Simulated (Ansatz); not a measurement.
# Ca: reading a single point

```
Ca
1.0
     0.00000    2.77486    2.77486
     2.77486    0.00000    2.77486
     2.77486    2.77486    0.00000
Ca
1
Direct
  0.00000 0.00000 0.00000
```

Single point in Ansatz 0.2.0 with r2SCAN, no spin polarisation. Cutoff 500 eV, PAW datasets, 8×8×8 Γ-centred k mesh, gaussian filling (width 0.014 eV).

(1) Describe some of the short contacts.

(2) Metal or insulator?

(3) Is the cell too large or too small?

Origin: a database entry at a rescaled volume.

## Answers

(1) Ca–Ca at 3.92 Å: least valence density 0.05 e/Å³ and ELF 0.39 there. These are pseudo-fields; inside the PAW spheres they differ from the all-electron ones.

(2) It is a metal, with about 0.95 states/eV a cell as the mean within 0.25 eV of the Fermi level.

(3) The pressure is 0.2 GPa (compression positive), so with the atoms held at these fractions the cell is close to zero pressure.
